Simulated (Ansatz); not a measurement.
Ga2O3 in space group C2/m (No. 12; Pearson symbol mS20), r²SCAN (plane waves, PAW; program Ansatz), all energies at zero smearing, with the estimated change up to a 700 eV cutoff added, with one set of potentials and settings (totals compare only within such a set). Cell of 10 atoms (4 Ga, 6 O): -18577.900 eV.

```json
[
 {"element": "Ga", "reference phase": "Cmce, 4 atoms in the cell", "E (eV/atom)": "-3790.2722"},
 {"element": "O", "reference phase": "C2/m, 4 atoms in the cell, spin-polarised", "E (eV/atom)": "-566.0346"}
]
```

Formation energy per atom, worked out: (-18577.900 − 4×(-3790.2722) − 6×(-566.0346))/10 = -2.060 eV/atom (-199 kJ per mol of atoms), at 0 K, without zero-point energy or fitted corrections.

The r²SCAN relaxation kept the symmetry of its start. The references are the lowest solids computed at this level, not always the standard phases (solids in place of the gases).

Potentials: the earlier of the program's two PAW sets. The files were generated under PBE; for other functionals the program regenerates the frozen cores, and for LDA and PBEsol the local potential too.
